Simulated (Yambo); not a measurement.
Yambo run on AlN (zinc blende, space group F-43m, No. 216). The wavefunctions are PBE (Quantum ESPRESSO, PseudoDojo norm-conserving, 84 Ry, scalar-relativistic) ones on a 6×6×6 mesh (4 occupied bands); a = b = c = 3.0886 Å, α = β = γ = 60.00°.

Yambo input:

```
rim_cut
gw0
dyson
el_el_corr
HF_and_locXC
ppa
em1d
RandQpts= 1000000
RandGvec= 1 Ry
EXXRLvcs= 84 Ry
VXCRLvcs= 336 Ry
Chimod= "HARTREE"
% BndsRnXp
 1 | 47 |
%
NGsBlkXp= 14 Ry
% LongDrXp
 1.0 | 1.0 | 1.0 |
%
PPAPntXp= 27.2114 eV
% GbndRnge
 1 | 47 |
%
GTermKind= "BG"
DysSolver= "n"
ExtendOut
% QPkrange
 1 | 1 | 4 | 5 |
 13 | 13 | 5 | 5 |
%
```

k points by index: 1 = Γ, 13 = X.

The o-*.qp file then holds:

```
#    K-point    Band    Eo [eV]    E [eV]    E-Eo [eV]    Vxc [eV]    Vnlxc [eV]    Sc|Eo [eV]    Sc|E [eV]    dSc/dw|Eo [eV]    Re(Z)    Im(Z)
#
    1    4    0.000000    -0.883230    -0.883230    -16.95914    -20.92624    2.851374    3.083876    -7.162298    0.791632    -0.001190
    1    5    4.192120    4.745535    0.553416    -12.53197    -8.115212    -3.741637    -3.863345    -5.983491    0.819745    -0.001039
    13    5    3.324484    3.698818    0.374334    -9.205630    -5.068303    -3.691416    -3.762993    -5.201987    0.839510    -0.982665E-3
```
(The two width columns are left out.) Convergence of these settings isn't established.

Geometry of the Materials Project entry, not relaxed at this level.

This is not the ordinary phase of the substance; no match was found in the copy of COD used, and its stability was not checked.
